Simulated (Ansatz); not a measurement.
Cu Kα1 powder pattern (kinematic, no thermal factors).
2θ (°) (relative intensity): 14.76 (6), 20.68 (12), 25.50 (100), 29.78 (15), 36.22 (94), 36.53 (71), 39.31 (3), 42.07 (2), 44.82 (22), 47.57 (25), 50.32 (16), 52.39 (24), 56.69 (2), 58.93 (20), 61.85 (6), 63.56 (8), 65.15 (16), 65.35 (24), 65.96 (1), 73.25 (7), 73.83 (21), 75.40 (10), 76.88 (10), 82.55 (8), 83.67 (4), 84.55 (5), 88.25 (10), 88.80 (1)

The pattern is computed from a structure relaxed with Ansatz 0.2.0, DFT PBE, scalar-relativistic, plane waves, PAW. No spin polarisation. Its elements are Sc, Te.

**Question.** Give the structure.

**Answer.** Sc3Te2.
Space group P-6m2 (No. 187). a = 4.956 Å, b = 4.956 Å, c = 5.996 Å, α = 90.00°, β = 90.00°, γ = 120.00°
```tsv
atom	site	symmetry	x	y	z
Sc	2g	3m.	0.0000	0.0000	0.7620
Sc	1e	-6m2	0.6667	0.3333	0.0000
Te	1f	-6m2	0.6667	0.3333	0.5000
Te	1c	-6m2	0.3333	0.6667	0.0000
```

A pattern alone doesn't exclude other cells with like lines; this is the one computed.

The cell was found from a structure generator's guess, not taken from experiment.
